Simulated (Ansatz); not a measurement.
Relaxed KF (rock salt):

```xyz
2
Lattice="0.0000 2.7104 2.7104 2.7104 0.0000 2.7104 2.7104 2.7104 0.0000" Properties=species:S:1:pos:R:3 pbc="T T T"
F      0.0000     0.0000     0.0000
K      2.7104     2.7104     2.7104
```

Scan: atom 1 (F, nearest neighbour K at 2.710 Å; its periodic images, 3.8 Å or more away, move with it) is displaced along Cartesian z, direction (0.000, 0.000, 1.000) in Cartesian axes, by s. The other atoms stay.

Computed with PBE (plane waves to 420 eV, PAW, scalar-relativistic; Ansatz, a program for electronic structure). k mesh 9×9×9 (Γ-centred), Fermi-Dirac smearing 0.05 eV. F∥ is the force on the atom along that direction. KF was relaxed with its symmetry unable to fall. 

| s (Å) | F∥ (eV/Å) |
|---|---|
| -0.540 | 1.888 |
| -0.432 | 1.125 |
| -0.324 | 0.643 |
| -0.216 | 0.341 |
| -0.108 | 0.146 |
| 0.000 | 0.000 |
| 0.108 | -0.146 |
| 0.216 | -0.341 |
| 0.324 | -0.643 |
| 0.432 | -1.125 |
| 0.540 | -1.888 |

**Question.** What is the force constant k = d²E/ds² of this move at s = 0?

**Answer.** 1.27 eV/Å². The forces along the line at the two nearest points give (0.146 − (-0.146)) / (2·0.108) = 1.35 eV/Å²; the next pair corrects for the finite step.

**Question.** With two atoms in the cell this is the zone-centre optical mode. What wavenumber follows (transverse: no LO-TO term)?

**Answer.** 164 cm⁻¹. Reduced mass μ = 12.79 u; ν̃ = 521.5·√(k/μ) with k = 1.27 eV/Å².

(A displaced cell: forces are minus the slopes of the energy, force constants its curvatures, and phonons follow from these.)
